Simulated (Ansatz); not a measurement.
Input and command of a calculation in Ansatz (plane waves; scalar-relativistic PAW potentials unless the input names others):

```yaml
crystal:
  lattice:
    - [0.0, 1.8075, 1.8075]
    - [1.8075, 0.0, 1.8075]
    - [1.8075, 1.8075, 0.0]
  atoms:
    - { symbol: Cu, position: [0.0, 0.0, 0.0] }
basis:
  ecutwfc: "58.8 Ry"
kpoints:
  mp_grid: { grid: [22, 22, 22] }
hamiltonian:
  xc: pbe
scf:
  occupations: { method: gaussian, width: 0.15 }
  n_extra_bands: 2
output:
  forces: true
  eigenvalues: true
  stress: true
```

```bash
ansatz run input.yaml --threads 1 --pin off --max-ram 2560MiB --backend cpu --events-out ev --progress --plain --runs-dir out
```

Abridged log:
```
Basis set: ecut = 800.01475563 eV, 609 PW (Γ), exchange–correlation on 48×48×48 points (8 copies of the dense FFT grid, shifted against one another)
Bands: 12, of which v1, the nominal top of the filled ones, is band 10 counted from 1 (9 counted from 0)
Symmetry: 48 space group operations
k-points: 328 of 10648
SCF iter   1: F=—  HF=-6625.179428 eV  |F-HF|=—  |Δ(HF+E_count)|=         —  Δρ=1.28e-3  dr2=9.33e-5  ethr=1.77e-3  ⟨swp⟩=4.6  Hψ=19494  notcnv=0
SCF iter   2: F=—  HF=-6625.179524 eV  |F-HF|=—  |Δ(HF+E_count)|=   9.64e-5  Δρ=6.92e-4  dr2=2.68e-5  ethr=4.91e-7  ⟨swp⟩=2.7  Hψ=9908  notcnv=0
SCF iter   3: F=—  HF=-6625.179531 eV  |F-HF|=—  |Δ(HF+E_count)|=   7.37e-6  Δρ=1.47e-4  dr2=1.43e-6  ethr=1.41e-7  ⟨swp⟩=2.0  Hψ=4492  notcnv=0
SCF iter   4: F=-6625.179531 eV  HF=-6625.179531 eV  |F-HF|=6.22e-8  |Δ(HF+E_count)|=   4.11e-7  Δρ=3.37e-5  dr2=3.36e-8  ethr=7.52e-9  ⟨swp⟩=2.0  Hψ=5614  notcnv=0
SCF iter   5: F=-6625.179531 eV  HF=-6625.179531 eV  |F-HF|=5.18e-10  |Δ(HF+E_count)|=   6.77e-8  Δρ=4.08e-6  dr2=8.86e-10  ethr=1.77e-10  ⟨swp⟩=2.0  Hψ=5795  notcnv=0
SCF iter   6: F=-6625.179531 eV  HF=-6625.179531 eV  |F-HF|=1.55e-11  |Δ(HF+E_count)|=  2.46e-11  Δρ=5.27e-7  dr2=6.53e-12  ethr=4.66e-12  ⟨swp⟩=1.4  Hψ=11073  notcnv=0
SCF 1 converged in 6 iterations: F = -6625.179531 eV  dr2 = 6.53e-12
SCF converged after 6 iterations
Free energy (F): -6625.179531 eV
Harris-Foulkes:  -6625.179531 eV  (|F-HF|=1.55e-11)
Internal energy: -6625.176724 eV  (E = F + TS)
E sigma→0 (E₀):  -6625.178127 eV
Entropy (-TS):   -0.002807 eV (-2.807 meV/atom)
Fermi energy:    16.766894 eV
--- Forces (eV/Å), atoms counted from 1 ---
  atom   1  Cu     0.00000000     0.00000000     0.00000000
--- Stress (GPa, compression-positive) ---
        1.703131       0.000000       0.000000
        0.000000       1.703131       0.000000
        0.000000       0.000000       1.703131
  P = ⅓ Tr σ = 1.7031 GPa (17.031 kbar)
```

Apart from outputs, the input differs from a reference run on usual settings in scf.n_extra_bands: not typed → 2; basis.ecutwfc: 650.0 → "58.8 Ry". The reference, at the same geometry (not necessarily relaxed), gave pressure 1.70 GPa, largest force 0.000 eV/Å, no gap on the mesh. This run converged in 6 SCF iterations (reference: 6) with an energy at zero smearing 0.10 meV/atom below the reference's, pressure 1.70 GPa, largest force 0.000 eV/Å, no gap on the mesh.

Time: 5.7 s on 1 thread of Intel(R) Xeon(R) Platinum 8259CL CPU @ 2.50GHz (Skylake/Cascade Lake), on a shared host, peak memory 0.45 GiB.